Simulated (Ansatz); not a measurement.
A generator proposed this cell of ZrSc3F2.

```
CELL_PARAMETERS angstrom
3.96899 0.00000 0.00000
-1.98450 3.43725 0.00000
0.00000 0.00000 7.69770
ATOMIC_POSITIONS crystal
Zr 0.00000 0.00000 0.00000
Sc 0.33333 0.66667 0.00000
Sc 0.66667 0.33333 0.00000
Sc 0.00000 0.00000 0.50000
F 0.00000 0.00000 0.78760
F 0.00000 0.00000 0.21240
```

All numbers below come from DFT PBE, scalar-relativistic, plane waves, PAW in Ansatz 0.2.0. Cutoff 420 eV; k points 6×6×2 on the computed 6-atom cell (Γ-centred); Gaussian smearing, width 0.10 eV; no spin polarisation.

Energies over the elements count from the elements' standard structures at the same level (F₂ as a molecule), with no fitted energy shifts.

**Question.** What does a single point on this coarse mesh give?

**Answer.** The pressure is 70.9 GPa (the mean over three directions, positive in compression), the largest force is 22.35 eV/Å, and the energy is +2.24 eV/atom against the elements. The shortest distance is 1.63 Å, so close that the PAW spheres overlap strongly and these values are rough.

**Question.** Is it a good guess?

**Answer.** A poor one: relaxing gains about 2.8 eV/atom (the start's value is from the coarse mesh, so the gain is rough) in 20 ionic steps and ends at −0.60 eV/atom on the finer mesh. The symmetry stays P6/mmm (No. 191). The volume per atom grows by 94.9 %, from 17.5 to 34.1 Å³. The shortest distance goes from 1.63 Å (Zr–F) to 1.94 Å (Sc–F). The ratio c/a of the conventional cell changes by a factor of 0.79. Conventional cell: a = 5.370 Å, c = 8.198 Å. Around Zr lie 2 F at 2.16 Å and 6 Sc at 3.10 Å; Sc on a site of symmetry -6m2 is surrounded by 3 Zr at 3.10 Å, 3 Sc at 3.10 Å and 6 F at 3.78 Å; F is surrounded by 1 Sc at 1.94 Å, 1 Zr at 2.16 Å and 6 Sc at 3.78 Å; 1 more site not described.

The last run used a 12×12×6 mesh (in the run's order of axes) for its 6-atom cell and Gaussian smearing of 0.10 eV. An odd number of electrons in the primitive cell allows no gap without spin; a larger cell or a magnetic state could open one. The cell is a metal run without spin; a magnetic state may lie lower. The relaxation can't lower the symmetry of the start, and the grade says only how near the guess is to its own end. A structure relaxed within its symmetry needn't be a true minimum. Another cell of ZrSc3F2 relaxed alike, in P4mm, lies 0.91 eV/atom lower, so this cell isn't the stable form at this level.
